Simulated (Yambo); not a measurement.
**Optical response of CsTaP2O8**

```
CsTaP2O8
1.0
    4.42272    -2.64543     0.00000
    4.42272     2.64543     0.00000
   -0.51583     0.00000     9.00212
O P Cs Ta
8 2 1 1
Direct
  0.79136   0.79136   0.91516
  0.20864   0.20864   0.08484
  0.21199   0.68523   0.14588
  0.78801   0.31477   0.85412
  0.31477   0.78801   0.85412
  0.68523   0.21199   0.14588
  0.32388   0.32388   0.35245
  0.67612   0.67612   0.64755
  0.64493   0.64493   0.80818
  0.35507   0.35507   0.19182
  0.00000   0.00000   0.50000
  0.00000   0.00000   0.00000
```

Yambo, RPA with local fields on PBEsol bands; 4×4×2 mesh, 163 bands, 3 Ry local-field block, 0.2 eV broadening; field along x.

```csv
E (eV),Im ε,Re ε,"Im ε, independent particles"
0.0,0.00,3.01,0.00
0.6,0.01,3.02,0.01
1.2,0.02,3.07,0.03
1.9,0.04,3.17,0.05
2.5,0.08,3.35,0.09
3.1,0.17,3.69,0.22
3.8,0.75,4.29,1.06
4.4,2.24,4.00,3.13
5.0,2.12,2.13,2.09
5.6,1.50,2.28,1.58
6.2,2.07,2.23,1.50
6.9,1.23,1.75,0.90
7.5,1.12,2.13,0.86
8.1,1.24,2.61,1.22
8.8,1.41,2.39,1.56
9.4,2.08,2.12,2.34
10.0,1.98,1.69,2.25
10.6,1.42,1.28,1.69
11.2,1.25,1.66,1.62
11.9,1.47,1.84,1.85
12.5,1.60,1.71,2.21
13.1,2.07,1.67,3.09
13.8,1.84,0.94,2.78
14.4,1.43,0.78,2.47
15.0,1.39,1.03,2.34
15.6,1.39,0.87,2.17
16.2,1.22,0.91,1.89
16.9,1.26,0.93,1.51
17.5,1.50,0.94,1.27
18.1,1.28,0.66,1.34
18.8,1.23,0.56,1.19
19.4,0.97,0.51,0.92
20.0,1.01,0.63,0.98
```

Structure narrower than a few tenths of an eV can come from the finite k mesh. Convergence of the RPA response with its 4×4×2 mesh was not tested. No excitonic effects at this level.

Spin-orbit coupling is left out, which matters for elements this heavy: edges can move by tenths of an eV.

Geometry of the Materials Project entry, not relaxed at this level.

The structure is a Materials Project entry; no match was found in the copy of COD used, and its stability was not checked.
